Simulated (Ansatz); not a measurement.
# GaSb$_{3}$: one atom moved along a line

The calculation used DFT PBE+D3(BJ), scalar-relativistic, plane waves, PAW in Ansatz 0.2.0. Cutoff 420 eV, Γ-centred 12×12×12 k-points, Gaussian smearing of 0.15 eV. No spin polarisation. Energies are free energies at this smearing, counted from the undisturbed cell; pressure is positive in compression.

Reference structure (relaxed at this level; with this scan's settings it stands at 0.4 GPa; it needn't be the usual structure):

```yaml
crystal:
  lattice:
    - [0.00000, 3.64789, 3.64789]
    - [3.64789, 0.00000, 3.64789]
    - [3.64789, 3.64789, 0.00000]
  atoms:
    - { symbol: Ga, position: [0.00000, 0.00000, 0.00000] }
    - { symbol: Sb, position: [0.25000, 0.25000, 0.25000] }
    - { symbol: Sb, position: [0.75000, 0.75000, 0.75000] }
    - { symbol: Sb, position: [0.50000, 0.50000, 0.50000] }
```

Atom 1 (Ga) is moved by x along the Cartesian unit vector (0.000, 0.000, -1.000); the cell and all other atoms stay fixed. The cell is metallic on the mesh throughout.

| x (Å) | ΔE (meV/cell) | force along x on the moved atoms (eV/Å) | pressure (GPa) |
| --- | --- | --- | --- |
| -0.3000 | 81.2 | 0.55 | 1.0 |
| -0.1000 | 8.9 | 0.18 | 0.4 |
| 0.0000 | 0.0 | 0.00 | 0.4 |
| 0.0500 | 2.2 | -0.09 | 0.4 |
| 0.1500 | 20.0 | -0.27 | 0.5 |
| 0.2000 | 35.8 | -0.36 | 0.7 |
| 0.2500 | 56.2 | -0.45 | 0.8 |

By symmetry 0.3000 repeats -0.3000, -0.2000 repeats 0.2000, 0.1000 repeats -0.1000 in energy, with the opposite slope along the path.